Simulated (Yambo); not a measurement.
**Convergence of the G0W0 gap of SrAgSF**

G0W0@PBEsol for SrAgSF (space group P4/nmm, No. 129) in Yambo. Reference settings: 4×4×1 Γ-centred k mesh, bands 9 to 237 and a 7 Ry block in the screening, 237 bands in G with the Bruneval-Gonze terminator, plasmon pole fitted at 27.2 eV. The PBEsol gap Γ → Γ on this mesh is 1.10 eV; G0W0 gaps are taken between the same points.

```csv
change from the reference,G0W0 gap Γ → Γ (eV),shift of the valence edge (eV),rough Yambo cost
reference settings,2.20,-0.72,1
"159 bands in W, 159 bands in G",2.24,-0.64,about 1/2
159 bands in G,2.21,-0.71,–
6 Ry block,2.19,-0.69,about 1/2
2×2×1 mesh,2.08,-0.61,about 1/9
no terminator,2.14,-0.56,–
```

The reference isn't shown to be the converged limit. Costs are rough (shared machines), scaled to the same edge states, and given only for runs that recompute the screening.

Spin-orbit splittings are left out.

Geometry of the Materials Project entry, not relaxed at this level; primitive cell a = b = 4.1086 Å, c = 9.1301 Å, α = β = γ = 90.00°.

The structure is a Materials Project entry; no match was found in the copy of COD used, and its stability was not checked.

A shift is the quasiparticle energy of the state minus its PBEsol energy.
